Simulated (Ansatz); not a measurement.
Ba (bcc (W type), Im-3m) at seven volumes, the program Ansatz at the PBE level (PAW), scaled uniformly. One row is withheld.

```json
[
 {"V (Å³/atom)": "57.560", "P (GPa)": "0.91"},
 {"V (Å³/atom)": "59.458", "P (GPa)": "0.57"},
 {"V (Å³/atom)": "61.355", "P (GPa)": "0.27"},
 {"V (Å³/atom)": "63.253", "P (GPa)": "0.00"},
 {"V (Å³/atom)": "65.151", "P (GPa)": "-0.24"},
 {"V (Å³/atom)": "67.048", "P (GPa)": "-0.46"},
 {"V (Å³/atom)": "68.946", "P (GPa)": "?"}
]
```

Fit the shown pressures and predict the withheld one.

P = (3/2)B₀(x^(7/2) − x^(5/2))[1 + (3/4)(B′ − 4)(x − 1)] with x = (V₀/V)^(2/3). Least squares on the six rows gives V₀ = 63.251 Å³/atom, B₀ = 8.5 GPa, B′ = 2.70. At V = 68.946, x = 0.9441 and P = -0.65 GPa. The run itself gave -0.65 GPa.

The PBE relaxation kept the symmetry of its start. Spin–orbit coupling is left out wherever it is not named.

Potentials: the later of the program's two PAW sets.
